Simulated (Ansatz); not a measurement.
**How much do the gradients of SrHgGeSe4 depend on the method?**

Cell: a refined structure from the COD whose atoms were relaxed with PBE, the cell held.

```cif
data_SrHgGeSe4
_symmetry_space_group_name_H-M 'Ama2'
_symmetry_Int_Tables_number 40
_cell_length_a 10.8375
_cell_length_b 10.7456
_cell_length_c 6.6377
_cell_angle_alpha 90.000
_cell_angle_beta 90.000
_cell_angle_gamma 90.000
loop_
_atom_site_label
_atom_site_type_symbol
_atom_site_symmetry_multiplicity
_atom_site_Wyckoff_symbol
_atom_site_fract_x
_atom_site_fract_y
_atom_site_fract_z
Sr Sr 4 a 0.0000 0.0000 0.2561
Ge Ge 4 b 0.2500 0.2186 0.7382
Hg Hg 4 b 0.2500 0.8364 0.6918
Se7 Se 8 c 0.0731 0.7295 0.4533
Se11 Se 4 b 0.2500 0.4144 0.5586
Se13 Se 4 b 0.2500 0.0662 0.4839
```

One atom of each set is listed; the run and its k-mesh use a cell of 14 atoms with edges of 10.84, 6.32, 6.32 Å.

First run. Level of theory: DFT, PBE, plane waves and PAW, scalar-relativistic, 420 eV cutoff, Γ-centred 3×5×5 k-points, Fermi–Dirac smearing 0.02 eV (Ansatz 0.2.0).

```json
{"site": "Sr", "V_zz (10²¹ V/m²)": "3.24", "η": "1.00"}
{"site": "Ge", "V_zz (10²¹ V/m²)": "2.50", "η": "0.99"}
{"site": "Hg", "V_zz (10²¹ V/m²)": "-17.51", "η": "0.44"}
{"site": "Se7", "V_zz (10²¹ V/m²)": "28.0", "η": "0.87"}
{"site": "Se11", "V_zz (10²¹ V/m²)": "-30.1", "η": "0.58"}
{"site": "Se13", "V_zz (10²¹ V/m²)": "32.6", "η": "0.49"}
```

Second run. The same atoms and settings, except that the functional is r2SCAN and the cutoff is 500 eV.

(1) Given the first result, estimate the second.

Answers

(1) 

```tsv
site	V_zz	η	change of V_zz
Sr	-3.18	0.96	–
Ge	2.65	0.98	+0.15
Hg	-20.7	0.45	-3.21
Se7	29.3	0.83	+1.32
Se11	-30.8	0.63	-0.70
Se13	33.7	0.45	+1.12
```

The largest change of V_zz along a kept axis is on Hg, from -17.51 to -20.7. In per cent, |V_zz| changes by +6 on Ge, +18 on Hg, +2 to +5 on Se (all sites that start above 0.5, bar those whose gradient vanishes or changes sign or whose main axis turns by over 40°). On Sr the largest principal value lies along another axis in the second run, so the two V_zz can't be compared directly.

Spin–orbit coupling is left out, which shifts gradients on Hg by a few per cent, and by more where contributions nearly cancel.
For the second run: The largest force is 0.4 eV/Å, so the atoms aren't at the calculated equilibrium and relaxing them would move these values.
